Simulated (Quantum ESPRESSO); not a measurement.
Band energies of PbI₂

```
CELL_PARAMETERS angstrom
      4.53720     0.00000     0.00000
     -2.26860     3.92933     0.00000
      0.00000     0.00000     7.06595
ATOMIC_POSITIONS crystal
  I  0.66667 0.33333 0.73647
  I  0.33333 0.66667 0.26353
  Pb 0.00000 0.00000 0.00000
```

norm-conserving PBE (Quantum ESPRESSO, 70 Ry, without SOC); path ΓMKΓALHA,LM,KH; energies in eV from the valence-band maximum.

```csv
k (1/Å),point,band 10,band 11,band 12,band 13,band 14,band 15,band 16,band 17
0.00,Γ,-1.01,-1.01,-0.90,-0.90,-0.77,2.49,3.37,3.37
0.23,,-1.46,-1.36,-0.74,-0.67,-0.27,2.84,3.19,3.50
0.46,,-2.13,-1.78,-0.89,-0.73,-0.28,2.86,3.67,3.95
0.69,,-2.40,-2.03,-1.44,-0.78,-0.39,2.88,3.71,4.58
0.80,M,-2.40,-2.06,-1.56,-0.79,-0.40,2.87,3.71,4.68
0.91,,-2.37,-2.15,-1.53,-0.95,-0.42,3.09,3.77,4.67
1.26,K,-2.54,-2.35,-1.60,-1.60,-0.68,4.26,4.26,4.59
1.47,,-2.58,-1.97,-1.72,-1.22,-0.55,4.02,4.03,4.35
1.67,,-2.53,-1.50,-1.40,-0.82,-0.32,3.47,3.65,3.94
1.88,,-1.93,-1.13,-1.06,-0.63,-0.18,3.06,3.17,3.62
2.18,Γ,-1.01,-1.01,-0.90,-0.90,-0.77,2.49,3.37,3.37
2.41,,-1.08,-1.08,-0.80,-0.80,-0.28,2.37,3.29,3.29
2.63,A,-1.13,-1.13,-0.74,-0.74,0.00,2.25,3.20,3.20
2.83,,-1.44,-1.25,-1.13,-0.81,-0.11,2.70,3.40,3.48
3.13,,-1.73,-1.67,-1.33,-1.01,-0.59,3.26,3.94,4.00
3.33,,-1.85,-1.77,-1.30,-1.10,-0.72,3.24,3.77,4.12
3.43,L,-1.87,-1.77,-1.32,-1.12,-0.72,3.22,3.73,4.13
3.54,,-2.17,-1.91,-1.06,-1.06,-0.65,3.27,3.79,3.98
3.77,,-2.85,-2.51,-0.86,-0.82,-0.18,3.38,3.41,4.14
3.89,H,-2.98,-2.67,-0.81,-0.81,-0.11,3.35,3.35,4.18
4.07,,-2.83,-2.37,-0.93,-0.87,-0.17,3.31,3.57,4.12
4.26,,-2.38,-1.94,-1.08,-1.08,-0.20,3.29,3.83,4.07
4.44,,-1.82,-1.67,-1.22,-1.02,-0.18,3.07,3.78,3.92
4.63,,-1.35,-1.31,-1.06,-0.81,-0.08,2.65,3.41,3.41
4.81,A,-1.13,-1.13,-0.74,-0.74,0.00,2.25,3.20,3.20
4.81,L,-1.87,-1.77,-1.32,-1.12,-0.72,3.22,3.73,4.13
5.04,,-2.18,-1.98,-1.15,-0.94,-0.75,3.10,3.92,4.12
5.26,M,-2.40,-2.06,-1.56,-0.79,-0.40,2.87,3.71,4.68
5.26,K,-2.54,-2.35,-1.60,-1.60,-0.68,4.26,4.26,4.59
5.37,,-2.64,-2.41,-1.46,-1.46,-0.59,4.12,4.12,4.54
5.70,H,-2.98,-2.67,-0.81,-0.81,-0.11,3.35,3.35,4.18
```

The PBE gap is direct, 2.25 eV at A.

Spin-orbit coupling is left out; with 6p states at a band edge it can lower the gap by many tenths of an eV, most of a small gap.

Geometry relaxed with PBEsol.
